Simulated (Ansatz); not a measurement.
Strain and the gap of AgLaS2 (ordering on rocksalt)

AgLaS2 as one 4-atom ordering (R-3m) on the rocksalt lattice, relaxed with r2SCAN in the plane-wave code Ansatz. The symmetry is R-3m (No. 166, trigonal); a = 4.260 Å, c = 17.788 Å in the conventional setting, 23.30 Å³ an atom. Around Ag lie 6 S at 2.86 Å; around La lie 6 S at 2.89 Å; around S lie 3 Ag at 2.86 Å and 3 La at 2.89 Å.

The axes x, y and z are those of this cell:
```xyz
4
Lattice="2.1300 1.2298 5.9292 -2.1300 1.2298 5.9292 0.0000 -2.4596 5.9292" Properties=species:S:1:pos:R:3 pbc="T T T"
Ag    2.1300    1.2298    5.9292
La    0.0000    0.0000    8.8939
S     0.0000    0.0000    4.4789
S     0.0000    0.0000   13.3088
```

Unstrained: With PBE the valence top lies at k = (0.003, 0.258, 0.258) and the conduction bottom at k = (0.026, 0.297, 0.297), 2.237 eV higher; the smallest vertical gap, at k = (0.026, 0.297, 0.297), is 2.242 eV. Least and direct gap differ so little that the kind isn't settled. r2SCAN gives an indirect gap of 2.599 eV, from k = (0.003, 0.258, 0.258) to k = (0.026, 0.297, 0.297); the least direct gap is 2.604 eV at k = (0.026, 0.297, 0.297). Least and direct gap differ so little that the kind isn't settled. A second conduction valley, at F, lies only 1 meV higher, so their order isn't settled. HSE06 gives an indirect gap of 3.126 eV, from Γ–F (0.50 of the way from Γ) to F; the least direct gap is 3.216 eV at k = (0.026, 0.297, 0.297). Meshes: PBE 8×8×8, r2SCAN 8×8×8, HSE06 6×6×6. Strains are changes of length per length. After each strain the atoms were relaxed again with r2SCAN within the symmetry that the strain leaves, so tilts or polar shifts that break it weren't tested; points keep the names that they have in the unstrained zone. Simulation only: spin-unpolarised, and no claim that this is the phase found in nature.

Changes of the least gap in eV (an overlap counts as a negative gap):

| strain | volume change (%) | space group | PBE | r2SCAN | HSE06 | energy rise, r2SCAN (meV/atom) |
| --- | --- | --- | --- | --- | --- | --- |
| epitaxial -1.0 % in the xy plane, free normal strain +1.41 % | -0.6 | R-3m | -0.011 | -0.073 | -0.060 | 1.6 |
| epitaxial +1.5 % in the xy plane, free normal strain -2.20 % | +0.8 | R-3m | -0.010 | -0.006 | – | 3.5 |
| uniaxial -2.0 % along z | -2.0 | R-3m | -0.053 | -0.056 | -0.013 | 1.9 |
| isotropic +3.0 % on every length | +9.3 | R-3m | -0.212 | -0.004 | -0.057 | 34.6 |

Epitaxial -1.0 % in the xy plane, free normal strain +1.41 %. HSE06: the gap goes from 3.126 to 3.066 eV (-0.060 eV). Stress change with r2SCAN, compression positive: xx +1.15, yy +1.15, zz 0.00 GPa.

Epitaxial +1.5 % in the xy plane, free normal strain -2.20 %. r2SCAN: the gap goes from 2.599 to 2.593 eV (-0.006 eV); the edges go from (0.003, 0.258, 0.258) → (0.026, 0.297, 0.297) to (0.005, 0.266, 0.266) → (0.047, 0.307, 0.307). Stress change with r2SCAN, compression positive: xx -1.58, yy -1.58, zz +0.01 GPa.

Uniaxial -2.0 % along z, other directions held. HSE06: the gap goes from 3.126 to 3.113 eV (-0.013 eV). Stress change with r2SCAN, compression positive: xx +0.96, yy +0.96, zz +1.29 GPa.

Isotropic +3.0 % on every length. HSE06: the gap goes from 3.126 to 3.069 eV (-0.057 eV); the edges go from Γ–F (0.50) → F to Γ–F (0.50) → Γ. Stress change with r2SCAN, compression positive: xx -5.30, yy -5.30, zz -3.50 GPa.

Spin-orbit coupling is left out.

Where an edge lies off the special points, it is a point of the mesh or the k point where a search put PBE's edge or least direct gap, reused for the other functionals, whose own edges may lie a little apart.

Coordinates of k points refer to the reciprocal vectors of the primitive cell of the runs.
